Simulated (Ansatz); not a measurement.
## Frozen-phonon scan for SrO (rock salt)

SrO (rock salt)

```xyz
4
Lattice="0.0000 5.1599 5.1599 2.5800 0.0000 2.5800 2.5800 2.5800 0.0000" Properties=species:S:1:pos:R:3 pbc="T T T"
O      0.0000     0.0000     0.0000
O      2.5800     5.1599     2.5800
Sr     2.5800     2.5800     2.5800
Sr     2.5800     5.1599     5.1599
```

The atoms are displaced by Q × the pattern below (from a DFPT mode at L = (0.5, 0.0, 0.0), largest move 1; Q in Å), at fixed cell. (q is in reciprocal vectors of the primitive cell; the cell shown is doubled to hold the pattern.)

| atom | x | y | z |
|---|---|---|---|
| Sr3 | 0.577 | -0.577 | -0.577 |
| Sr4 | -0.577 | 0.577 | 0.577 |

Atoms not listed stay in place.

Level of theory: r2SCAN (plane waves to 500 eV, PAW, scalar-relativistic; Ansatz, a first-principles code). k mesh 11×11×11 (Γ-centred), Fermi-Dirac smearing 0.05 eV. Energies are smeared free energies. Stress and pressure are positive under compression. SrO was relaxed with its symmetry unable to fall. ΔE is measured from the undisplaced structure.

```tsv
Q (Å)	ΔE (meV/cell)	P (GPa)	−dE/dQ from forces (eV/Å)
-0.280	1310	3.79	9.155
-0.233	916	2.66	7.730
-0.187	589	1.72	6.252
-0.140	333	0.97	4.729
-0.093	148	0.43	3.172
-0.047	37	0.10	1.592
0.000	0	-0.01	0.000
0.047	37	0.10	-1.592
0.093	148	0.43	-3.172
0.140	333	0.97	-4.729
0.187	589	1.72	-6.252
0.233	916	2.66	-7.730
0.280	1310	3.79	-9.155
```

Read from the data:

```
Quantity                                                                                                              Value
-----------------------------------------------------------  --------------------------------------------------------------
Energy at Q = 0.280 Å                                                                                         1310 meV/cell
Space group of the distorted cell                                                        R-3m (No. 166), lowered from Fm-3m
Symmetry of the curve                                                                         even: the same for both signs
Shape of the curve                                           a single well with its minimum at or next to zero displacement
Harmonic wavenumber from the curvature (finite differences)                                                        230 cm⁻¹
Wavenumber by perturbation theory (DFPT, on another k mesh)                                                        230 cm⁻¹
```

(For displaced atoms, the force is minus the slope of the energy, and its curvature is a force constant, which sets phonon frequencies.)
